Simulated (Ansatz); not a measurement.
# MgCd₃: what symmetry allows forces and stress to be

```yaml
crystal:
  lattice:
    - [-0.07081, 3.52057, 3.59655]
    - [3.52574, 0.00000, 3.52574]
    - [3.59655, 3.52057, -0.07081]
  atoms:
    - { symbol: Mg, position: [0.53672, 0.46328, 0.53672] }
    - { symbol: Cd, position: [0.99281, 0.00719, 0.99281] }
    - { symbol: Cd, position: [0.19555, 0.30445, 0.19555] }
    - { symbol: Cd, position: [0.77492, 0.72508, 0.77492] }
```

Computed with DFT PBEsol, scalar-relativistic, plane waves, PAW in Ansatz.

Cutoff 420 eV; k points 10×10×10 on the computed 4-atom cell (Γ-centred); Gaussian smearing, width 0.10 eV; no spin polarisation.

This distorted cell has space group Imm2, with 4 operations.

Problem. Without a calculation: in which directions can each atom feel a force?

Solution. A force must be left unchanged by every operation that keeps its atom in place, so it lies in the space that those operations leave fixed. Atoms that the group maps onto each other feel forces of one size.
| atom | site symmetry | operations at the site | equivalent to atom | allowed force (Cartesian) |
| --- | --- | --- | --- | --- |
| Mg1 | mm2 | 4 | 1 | along (0.00, 1.00, 0.00) |
| Cd2 | mm2 | 4 | 2 | along (0.00, 1.00, 0.00) |
| Cd3 | mm2 | 4 | 3 | along (0.00, 1.00, 0.00) |
| Cd4 | mm2 | 4 | 4 | along (0.00, 1.00, 0.00) |

That leaves 4 independent force components of 12, tied by 1 condition that the forces sum to zero, so 3 remain. A relaxation in this cell that keeps the symmetry moves the atoms in these directions alone.

Problem. And the stress tensor?

Solution. It must be invariant under the point group, which leaves 3 independent components: yz, xy vanish; xx = zz.

Problem. Do the computed values obey this?

Solution. Yes. Forces (eV/Å):
```
Mg1  0.000 -0.531  0.000
Cd2  0.000 -0.027  0.000
Cd3  0.000  0.954  0.000
Cd4  0.000 -0.396  0.000
```

Stress (GPa, compression positive, xx yy zz yz xz xy): -1.42 -1.44 -1.42 0.00 0.19 0.00. The program imposes the same operations on density, forces and stress, so this confirms the analysis and is no independent test of the calculation.